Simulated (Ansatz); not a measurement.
**PbCClO₂, a database entry at a rescaled volume**

```
C Cl O Pb
1.0
     3.00064    2.96544    0.00000
     3.00064   -2.96544    0.00000
     0.86781    0.00000   -9.47698
C Cl O Pb
2 2 4 2
Direct
  0.63300 0.36700 0.50000
  0.36700 0.63300 0.50000
  0.27300 0.27300 0.88110
  0.72700 0.72700 0.11890
  0.78800 0.32800 0.61090
  0.67200 0.21200 0.38910
  0.21200 0.67200 0.38910
  0.32800 0.78800 0.61090
  0.77320 0.77320 0.77700
  0.22680 0.22680 0.22300
```

Level: r2SCAN, no spin polarisation; 500 eV; 6×6×3 Γ-centred mesh; methfessel-paxton occupations (width 0.0722 eV); Ansatz 0.2.0, fixed geometry.

- Stress: The pressure is -3.8 GPa (compression positive), so with the atoms held at these fractions the cell would first shrink; the forces are large, so a full relaxation may end otherwise. The principal stresses -7.5, -2.8, -1.0 GPa differ, so its shape would change too.
- Electronic structure: The gap is 3.18 eV, indirect (the least direct gap found is 3.41 eV). A semilocal functional usually gives too small a gap.
- Band edges: Within 0.7 eV of the edges, the states project mainly on O p (47 %) and Cl p (37 %) below the gap and on C p (44 %), O p (36 %) and Pb p (14 %) above it.
- Forces: The largest is on O5 (and as large on other atoms): 1.54 eV/Å, components (-0.55, -0.52, 1.34). It makes 7° with the line to a nearest neighbour, C1 at 1.28 Å, pointing towards it.
- Formation energy: -1.32 eV an atom against the elements' usual phases (free molecules for gases, crystals otherwise, with no correction for O₂ or N₂), so it is bound against them; other compounds may still compete. Relaxing would lower it.
- Charges: Bader charges in e: Pb +1.48, C +1.70, Cl -0.71, O -1.23. In the mean C gives up most and O takes most.

Origin: a database entry at a rescaled volume. Caveats: no spin-orbit coupling, which can shift this gap by tenths of an eV; atoms or cell far from equilibrium.
